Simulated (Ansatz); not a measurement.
CuAu:
```cif
data_AuCu
_chemical_formula_sum 'Cu1 Au1'
_space_group_name_H-M_alt 'P4/mmm'
_space_group_IT_number 123
_space_group_name_Hall '-P 4 2'
_cell_length_a 2.76498
_cell_length_b 2.76498
_cell_length_c 3.60375
_cell_angle_alpha 90.000
_cell_angle_beta 90.000
_cell_angle_gamma 90.000
loop_
_atom_site_label
_atom_site_type_symbol
_atom_site_symmetry_multiplicity
_atom_site_Wyckoff_symbol
_atom_site_fract_x
_atom_site_fract_y
_atom_site_fract_z
_atom_site_occupancy
Cu1 Cu 1 d 0.50000 0.50000 0.50000 1
Au1 Au 1 a 0.00000 0.00000 0.00000 1
```

Relaxed at zero pressure with plane-wave PAW LDA (Ansatz code).

The volume is raised by 3 % and shape and atoms relax at that volume. What pressure results, and how do the axes share the change?

-5.1 GPa; a 0.7 %, b 0.7 %, c 1.5 %; the energy rises by 7 meV/atom.

Give the new structure.


Space group P4/mmm (No. 123); a = b = 2.785 Å, c = 3.659 Å, α = β = γ = 90.00°

```
atom  site  symmetry       x       y       z
----  ----  --------  ------  ------  ------
Cu      1d     4/mmm  0.5000  0.5000  0.5000
Au      1a     4/mmm  0.0000  0.0000  0.0000
```

The phase is kept; no other phase was compared at this pressure.

The LDA relaxation kept the symmetry of its start; of distortions, only those at the zone centre were tested. The run is not spin-polarised. Axis ratios of metals converge slowly with the k-mesh, so a and c are less sure than the volume. Spin–orbit coupling is left out wherever it is not named.

Potentials: the later of the program's two PAW sets.
